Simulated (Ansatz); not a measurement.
Data:

NiSi2 (fluorite type, space group Fm-3m)

```
CELL_PARAMETERS angstrom
      0.00000     2.72203     2.72203
      2.72203     0.00000     2.72203
      2.72203     2.72203     0.00000
ATOMIC_POSITIONS crystal
  Ni 0.00000 0.00000 0.00000
  Si 0.25000 0.25000 0.25000
  Si 0.75000 0.75000 0.75000
```

Scan: atom 2 (Si, nearest neighbour Ni at 2.357 Å; its periodic images, 3.8 Å or more away, move with it) is displaced along Cartesian [110], direction (0.707, 0.707, 0.000) in Cartesian axes, by s. The other atoms stay.

The numbers are results of PBE (plane waves to 420 eV, PAW, scalar-relativistic; Ansatz, a first-principles code), not measurements. k mesh 12×12×12 (Γ-centred), Fermi-Dirac smearing 0.05 eV. E stands for the smeared free energy. With partly filled bands, energies and forces of such displacements shift with the k mesh and the smearing. NiSi2 is run without spin polarisation. NiSi2 was relaxed with its symmetry unable to fall. The PAW data are Ansatz's earlier set. ΔE is measured from the undisplaced structure.

The scan covers s from -0.710 to 0.710 Å in 11 points.

### Question
Is the energy the same for equal positive and negative displacements?

### Answer
Even: the same for both signs. With its periodic images moving along, the atom's site symmetry in this cell is -43m.

### Question
What is the energy change at s = 0.710 Å?

### Answer
2339 meV/cell.

### Question
What force acts on the atom along the line at s = -0.710 Å?

### Answer
7.79 eV/Å.

### Question
What is the force constant k = d²E/ds² of this move at s = 0?

### Answer
7.39 eV/Å².

(For displaced atoms, the force is minus the slope of the energy, and its curvature is a force constant, which sets phonon frequencies.)
